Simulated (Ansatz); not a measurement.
ZnCu$_{2}$GeS$_{4}$:
```
CELL_PARAMETERS angstrom
     -2.60573     2.60573     5.18850
      2.60573    -2.60573     5.18850
      2.60573     2.60573    -5.18850
ATOMIC_POSITIONS crystal
  Cu 0.00000 0.00000 0.00000
  Cu 0.75000 0.25000 0.50000
  Zn 0.25000 0.75000 0.50000
  Ge 0.50000 0.50000 0.00000
  S  0.63108 0.62121 0.50031
  S  0.12090 0.13078 0.49969
  S  0.37879 0.87910 0.00988
  S  0.86922 0.36892 0.99012
```

Relaxed with LDA. Special points in fractions of this cell's reciprocal vectors: Γ (0.000, 0.000, 0.000); X (0.000, 0.000, 0.500); P (0.250, 0.250, 0.250); N (0.000, 0.500, 0.000); M (0.500, 0.500, -0.500); S (0.313, 0.687, -0.313); S0 (-0.313, 0.313, 0.313); R (-0.126, 0.126, 0.500); G (0.500, 0.500, -0.126).

Task: List the band energies nearest the valence-band maximum at these points for LDA in the plane-wave PAW code Ansatz.

Result: In eV from the valence-band maximum; about four levels below and three above (degenerate sets whole), none deeper than 8.9 eV; points with the same levels are listed once.

| k | below | above |
|---|---|---|
| Γ | -1.82 -0.07 -0.07 0.00 | 0.67 1.82 2.82 |
| X | -1.03 -0.75 -0.54 -0.51 | 0.80 2.45 3.02 |
| P | -0.96 -0.92 -0.76 -0.58 | 1.12 2.93 3.08 |
| N | -1.43 -1.33 -1.27 -0.62 | 1.93 3.09 3.25 |
| M | -1.42 -1.42 -1.24 -1.08 -1.08 | 1.45 1.97 1.97 |
| S | -1.62 -1.38 -0.88 -0.59 | 1.69 2.46 3.15 |
| R | -1.06 -0.88 -0.75 -0.71 | 1.06 2.66 3.50 |

Space group I-4. The LDA relaxation kept the symmetry of its start. The run is not spin-polarised. Spin–orbit coupling is left out wherever it is not named.

Potentials: the later of the program's two PAW sets.
